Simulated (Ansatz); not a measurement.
A geometry of AlNi away from equilibrium: step 11 of the relaxation of a generated trial cell of AlNi in the AFLOW prototype AB_hP2_187_d_a (B_h, as in WC). Computed with PBE (plane waves to 420 eV, PAW, scalar-relativistic; Ansatz, a quantum-chemistry and plane-wave program). Γ-centred k-mesh 12×12×11 on the run's cell (coarser than for final values), Fermi–Dirac smearing 0.05 eV.

```
CELL_PARAMETERS angstrom
      2.78243     0.00000     0.00000
     -1.39121     2.40965     0.00000
      0.00000     0.00000     3.71122
ATOMIC_POSITIONS crystal
  Ni 0.00000 0.00000 0.00000
  Al 0.66667 0.33333 0.50000
```
Spin-polarised start, with parallel moments on Ni.

Q: Which atoms carry the largest force, and which way does it point?

A: No atom: all forces are below 0.005 eV/Å; only the cell is out of equilibrium.

Q: What is the pressure?

A: +2.7 GPa, compression positive.

Q: How far above the relaxed end point is this geometry?

A: 0.01 eV/atom; the path ends in P-6m2 (No. 187).

No spin polarisation in the result: the starting moments vanished. A magnetic state may lie lower.

The run could not lose the symmetry of its start, so the end can be a saddle point.

All atoms sit on sites fixed by symmetry, so only the cell could relax.

The end of the path is a generated cell of AlNi: the first start was made by placing the elements on the sites of a structure type, and the end was not matched to a known phase here, so it may be hypothetical. Known forms of AlNi include space group No. 221.
